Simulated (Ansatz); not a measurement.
BAs:
```
CELL_PARAMETERS angstrom
      0.00000     2.30817     2.30817
      2.30817     0.00000     2.30817
      2.30817     2.30817     0.00000
ATOMIC_POSITIONS crystal
  B  0.00000 0.00000 0.00000
  As 0.50000 0.50000 0.50000
```

Relaxed with PBE. Special points in fractions of this cell's reciprocal vectors: Γ (0.000, 0.000, 0.000); X (0.500, 0.000, 0.500); U (0.625, 0.250, 0.625); K (0.375, 0.375, 0.750); L (0.500, 0.500, 0.500); W (0.500, 0.250, 0.750).

List the band energies nearest the Fermi level at these points for plane-wave PAW PBE with spin–orbit coupling (Ansatz code).

In eV from the Fermi level; about four levels below and three above (degenerate sets whole), none deeper than 8.9 eV; points with the same levels are listed once.

| k | below | above |
|---|---|---|
| Γ | -0.19 -0.19 | 0.04 0.04 0.04 0.04 |
| X | -3.67 -3.67 -3.41 -3.41 | 3.71 3.71 10.41 10.41 |
| U | -2.84 -2.84 -0.57 -0.57 | 7.26 7.26 7.35 7.35 |
| L | – | 1.06 1.06 1.06 1.06 |
| W | -6.39 -6.39 -6.29 -6.29 | 3.04 3.04 4.26 4.26 |

Space group Fm-3m (rock salt). The start of the workflow was typed in or built on a structure type; neither database checked (COD, Materials Project) lists it. It is not the phase usual at ambient conditions (space group No. 216). The PBE relaxation kept the symmetry of its start; whether a distortion lowers the energy is not shown. Its formation energy is positive at this level, so the cell may be metastable or incomplete.

Potentials: the earlier of the program's two PAW sets.
